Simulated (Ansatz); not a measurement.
ZnS (zinc blende)

Space group F-43m (No. 216); a = b = c = 5.3565 Å, α = β = γ = 90.00°

```csv
atom,site,symmetry,x,y,z
S,4d,-43m,0.7500,0.7500,0.7500
Zn,4a,-43m,0.0000,0.0000,0.0000
```
(The calculation used a cell of 2 atoms; values per cell refer to that cell.)

Equation-of-state scan: isotropic scaling of the cell above, V₀ being its volume. Symmetry pins the atoms to their sites.

Calculation: PBEsol (plane waves to 420 eV, PAW, scalar-relativistic; Ansatz, an electronic-structure program). k mesh 11×11×11 (Γ-centred), Fermi-Dirac smearing 0.05 eV. E stands for the smeared free energy. ZnS was relaxed with its symmetry unable to fall. The zero of ΔE is the relaxed starting cell.

```json
[
 {"V (Å³/atom)": "18.059", "ΔE (meV/atom)": "19.0"},
 {"V (Å³/atom)": "18.289", "ΔE (meV/atom)": "11.9"},
 {"V (Å³/atom)": "18.520", "ΔE (meV/atom)": "6.5"},
 {"V (Å³/atom)": "18.750", "ΔE (meV/atom)": "2.8"},
 {"V (Å³/atom)": "18.981", "ΔE (meV/atom)": "0.7"},
 {"V (Å³/atom)": "19.211", "ΔE (meV/atom)": "0.0"},
 {"V (Å³/atom)": "19.442", "ΔE (meV/atom)": "0.7"},
 {"V (Å³/atom)": "19.672", "ΔE (meV/atom)": "2.6"},
 {"V (Å³/atom)": "19.903", "ΔE (meV/atom)": "5.8"},
 {"V (Å³/atom)": "20.133", "ΔE (meV/atom)": "10.0"},
 {"V (Å³/atom)": "20.364", "ΔE (meV/atom)": "15.3"}
]
```

### Question
What is the fitted pressure derivative B₀′?

### Answer
4.4.

### Question
What bulk modulus B₀ follows from a third-order Birch-Murnaghan fit?

### Answer
78.9 GPa.

(A scan under strain: stresses follow from slopes of the energy per volume, elastic moduli from its curvatures.)
